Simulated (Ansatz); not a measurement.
GeAs in space group I4mm (No. 107; Ge on 2a, As on 2a), the program Ansatz at the PBEsol level (PAW), all energies at zero smearing, with the estimated change up to a 700 eV cutoff added, with one set of potentials and settings (totals compare only within such a set). Cell of 2 atoms (1 Ge, 1 As): -9066.478 eV.

```tsv
element	reference phase	E (eV/atom)
Ge	Fd-3m, 2 atoms in the cell	-4253.4978
As	R-3m, 2 atoms in the cell	-4813.0241
```

Formation energy per atom, worked out: (-9066.478 − 1×(-4253.4978) − 1×(-4813.0241))/2 = 0.022 eV/atom (2 kJ per mol of atoms), at 0 K, without zero-point energy or fitted corrections.

The first step of the workflow began from a Materials Project structure, measured or hypothetical; the Crystallography Open Database copy checked does not list it. Its standing as an ambient phase is unchecked. The PBEsol relaxation kept the symmetry of its start; whether a distortion lowers the energy is not shown. The references are the lowest solids computed at this level, not always the standard phases.

Potentials: the later of the program's two PAW sets.
